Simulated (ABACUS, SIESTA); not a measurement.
Given: the input of a run of SIESTA 5.4.2 on CsLiCr2Te2S3. The cell comes from a database or a generator and needn't be the stable form of this composition.

File CsLiCr2Te2S3.fdf:

```
SystemName                      CsLiCr2Te2S3
SystemLabel                     CsLiCr2Te2S3
NumberOfSpecies                 5
NumberOfAtoms                   9
%block ChemicalSpeciesLabel
  1  55 Cs
  2   3 Li
  3  24 Cr
  4  52 Te
  5  16 S
%endblock ChemicalSpeciesLabel

LatticeConstant                 1.0 Ang
%block LatticeVectors
     7.0568400000     0.0000000000     0.0078800000
     0.0000000000     3.9806000000     0.0000000000
    -2.6830200000     0.0000000000     8.6786900000
%endblock LatticeVectors
AtomicCoordinatesFormat         Fractional
%block AtomicCoordinatesAndAtomicSpecies
     0.0773900000     0.0000000000     0.3770600000  1  Cs
     0.8642400000     0.5000000000     0.7888300000  2  Li
     0.1264600000     0.0000000000     0.9461600000  3  Cr
     0.5929000000     0.5000000000     0.9716500000  3  Cr
     0.5083800000     0.0000000000     0.1527000000  4  Te
     0.5561200000     0.0000000000     0.7489300000  4  Te
     0.8742600000     0.0000000000     0.6850200000  5  S
     0.2517600000     0.5000000000     0.8440200000  5  S
     0.9629400000     0.5000000000     0.0535700000  5  S
%endblock AtomicCoordinatesAndAtomicSpecies

%block kgrid.MonkhorstPack
    4   0   0  0.0
    0   7   0  0.0
    0   0   3  0.0
%endblock kgrid.MonkhorstPack
XC.Functional                   GGA
XC.Authors                      PBE
PAO.BasisSize                   DZP
PAO.EnergyShift                 0.003 Ry
Mesh.Cutoff                     800 Ry
Spin                            polarized
%block DM.InitSpin
    1   0.000
    2   0.000
    3   3.000
    4   3.000
    5   0.000
    6   0.000
    7   0.000
    8   0.000
    9   0.000
%endblock DM.InitSpin
OccupationFunction              FD
ElectronicTemperature           0.05 eV
MaxSCFIterations                200
SCF.MustConverge                false
SCF.Mixer.Method                Pulay
SCF.Mixer.Weight                0.1
SCF.Mixer.History               10
SCF.DM.Tolerance                5.0e-05
SCF.H.Tolerance                 1.0e-03 eV
WriteForces                     true
Charge.Mulliken                 end
Charge.Hirshfeld                end
Charge.Voronoi                  end
SaveRho                         true
SaveElectrostaticPotential      true
%block PAO.PolarizationScheme
  Li non-perturbative
%endblock PAO.PolarizationScheme
%block PAO.Basis
  Cs 5
  n=5 0 2
    4.696 0.000
  n=6 0 2
    9.500 0.000
  n=5 1 2
    5.738 0.000
  n=6 1 1
    9.500
  n=5 2 1
    7.000
  Li 3
  n=1 0 2
    2.782 0.000
  n=2 0 2
    9.500 0.000
  n=2 1 1
    9.500
  Cr 5
  n=3 0 2
    2.885 0.000
  n=4 0 2
    8.703 0.000
  n=3 1 2
    3.267 0.000
  n=4 1 1
    8.703
  n=3 2 2
    6.381 0.000
  Te 4
  n=5 0 2
    5.635 0.000
  n=5 1 2
    7.297 0.000
  n=4 2 2
    3.260 0.000
  n=5 2 1
    7.297
%endblock PAO.Basis
Diag.ParallelOverK              true
```

Potentials or basis: PseudoDojo 0.4 standard (PBE files), converted to PSML, two zetas on semicore shells, DZP (energy shift 0.003 Ry; two zetas on semicore shells; d shell added on Cs).

The run is started by

```bash
$ mpirun -n 4 siesta CsLiCr2Te2S3.fdf > CsLiCr2Te2S3.out 2>&1
```

What does the same run look like in ABACUS 3.10.1? Potentials or basis there: PseudoDojo NC SR 0.4.1 PBE standard, plane waves, cutoff 1293 eV.

As run (cutoffs and basis follow the program's own potentials, and thresholds, step limits or extra output files can differ):

The input INPUT:

```
INPUT_PARAMETERS
suffix              CsLiCr2Te2S3
calculation         scf
basis_type          pw
pseudo_dir          ./
symmetry            1
dft_functional      pbe
ecutwfc             95
pseudo_rcut         7
nspin               2
nbands              57
ks_solver           dav
smearing_method     fd
smearing_sigma      0.00367493
scf_thr             1e-08
scf_nmax            100
mixing_type         broyden
mixing_beta         0.4
cal_force           1
cal_stress          1
out_chg             1
out_pot             2
out_elf             1
```

File STRU:

```
ATOMIC_SPECIES
Cs 132.9055 Cs.upf
Li 6.9400 Li.upf
Cr 51.9961 Cr.upf
Te 127.6000 Te.upf
S 32.0600 S.upf

LATTICE_CONSTANT
1.8897261246

LATTICE_VECTORS
7.0568400000 0.0000000000 0.0078800000
0.0000000000 3.9806000000 0.0000000000
-2.6830200000 0.0000000000 8.6786900000

ATOMIC_POSITIONS
Direct

Cs
0.0
1
0.0773900000 0.0000000000 0.3770600000 1 1 1 mag 0

Li
0.0
1
0.8642400000 0.5000000000 0.7888300000 1 1 1 mag 0

Cr
0.0
2
0.1264600000 0.0000000000 0.9461600000 1 1 1 mag 3
0.5929000000 0.5000000000 0.9716500000 1 1 1 mag 3

Te
0.0
2
0.5083800000 0.0000000000 0.1527000000 1 1 1 mag 0
0.5561200000 0.0000000000 0.7489300000 1 1 1 mag 0

S
0.0
3
0.8742600000 0.0000000000 0.6850200000 1 1 1 mag 0
0.2517600000 0.5000000000 0.8440200000 1 1 1 mag 0
0.9629400000 0.5000000000 0.0535700000 1 1 1 mag 0
```

The input KPT:

```
K_POINTS
0
Gamma
4 7 3 0 0 0
```

Potentials or basis: PseudoDojo NC SR 0.4.1 PBE standard, plane waves.

Launch:

```sh
$ OMP_NUM_THREADS=1 mpirun -np 4 abacus > log
```

Both were run:

|  | SIESTA | ABACUS |
| --- | --- | --- |
| Pressure | 0.8 GPa | 0.2 GPa |
| Net moment | 6.00 μB per cell | 6.00 μB per cell |

The magnetic state is the one that the start led to; the real crystal's order can differ.

Pressure is positive in compression.
